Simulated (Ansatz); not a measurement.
**LiGa: do energies and stresses tell the same story?**

These are results of DFT PBEsol, scalar-relativistic, plane waves, PAW (Ansatz 0.2.0), not measurements.

Settings: cutoff 420 eV, Γ-centred mesh 12×12×12 on the computed 4-atom cell, Gaussian smearing of 0.10 eV; no spin polarisation.

Relaxed cell: Fd-3m, a = 6.156 Å, b = 6.156 Å, c = 6.156 Å, α = 90.00°, β = 90.00°, γ = 90.00°, 4 atoms in the primitive cell. Whether it is the stable form of this composition wasn't checked.

Energies at zero smearing and pressures from the stress tensor, at volumes with shape and atoms relaxed:
| V (Å³/atom) | E − E(first) (meV/atom) | P (GPa) |
| --- | --- | --- |
| 12.829 | 0.00 | 8.14 |
| 13.267 | -18.49 | 5.53 |
| 13.704 | -30.41 | 3.34 |
| 14.141 | -36.88 | 1.52 |
| 14.579 | -38.89 | 0.00 |
| 15.016 | -37.14 | -1.29 |
| 15.453 | -32.11 | -2.41 |
| 16.037 | -21.05 | -3.65 |

Problem. Check P = −dE/dV between neighbouring volumes, and get the bulk modulus from the pressures alone.

Solution. With 1 eV/Å³ = 160.2 GPa:
| middle V (Å³/atom) | −ΔE/ΔV (GPa) | mean P (GPa) |
| --- | --- | --- |
| 13.048 | 6.772 | 6.838 |
| 13.485 | 4.370 | 4.437 |
| 13.923 | 2.370 | 2.429 |
| 14.360 | 0.735 | 0.760 |
| 14.797 | -0.642 | -0.646 |
| 15.235 | -1.842 | -1.850 |
| 15.745 | -3.040 | -3.026 |

The two differ by 0.07 GPa at most. The mean of two end pressures misses the average over a step by about ΔV² P″/12, up to 0.04 GPa here; with that taken off 0.04 GPa remains. The stress is the derivative of the free energy, not of the energy at zero smearing, and with free energies 0.01 GPa remains. Around V = 14.579 Å³/atom, the two neighbours give B = −V ΔP/ΔV = 14.579 × 2.81 / 0.875 = 46.8 GPa, against B0 = 46.8 GPa from the Birch–Murnaghan fit of the energies.